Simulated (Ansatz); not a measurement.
Be₅Pt in space group F-43m (No. 216; Be on 4c, Be on 16e, Pt on 4a), LDA (plane waves, PAW; program Ansatz), all energies at zero smearing, with the estimated change up to a 700 eV cutoff added, with one set of potentials and settings (totals compare only within such a set). Cell of 6 atoms (5 Be, 1 Pt): -12689.086 eV.

```json
[
 {"element": "Be", "reference phase": "P6_3/mmc, 2 atoms in the cell", "E (eV/atom)": "-88.2330"},
 {"element": "Pt", "reference phase": "Fm-3m, 1 atoms in the cell", "E (eV/atom)": "-12244.9860"}
]
```

Formation energy per atom, worked out: (-12689.086 − 5×(-88.2330) − 1×(-12244.9860))/6 = -0.489 eV/atom (-47 kJ per mol of atoms), at 0 K, without zero-point energy or fitted corrections.

The first step of the workflow began from a Materials Project structure, measured or hypothetical; the Crystallography Open Database copy checked does not list it. With Be and Pt taken as one species the cell has the higher symmetry Fd-3m, so it may be an ordered model of a mixed-site phase. Whether it is the stable phase at ambient conditions was not checked. The cell was relaxed with LDA under the symmetry of its start; its stability against distortions is not shown here. The run is not spin-polarised. The references are the lowest solids computed at this level, not always the standard phases. Spin–orbit coupling is left out wherever it is not named.

Potentials: the later of the program's two PAW sets.
